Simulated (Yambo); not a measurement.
Material: LiNbF6 (space group R-3, No. 148); a = b = c = 5.430 Å, α = β = γ = 56.19° (8 atoms in the cell). The geometry is that of Materials Project entry mp-1078799, symmetrised and not relaxed again.

With LDA (pw.x of Quantum ESPRESSO, ONCV potentials, no spin-orbit coupling), the gap between the mesh's edge points (Γ → L) is 5.293 eV.

Problem. What does a G0W0 run in Yambo give for it (2×2×2 Γ-centred k mesh, bands 2 to 159 and a 7 Ry block in the screening, 159 bands in G with the Bruneval-Gonze terminator, plasmon pole fitted at 27.2 eV)?

Solution. The correction is 4.214 eV, giving 9.507 eV, 1.8 times the LDA value.  Nearest settings tried, and what they do to the gap: 68 bands in G: +61 meV. Not varied: bands in W, block, mesh. So the settings aren't converged at that level. The k mesh is coarse. Spin-orbit splittings are left out.

The structure is a Materials Project entry; no match was found in the copy of COD used, and its stability was not checked.
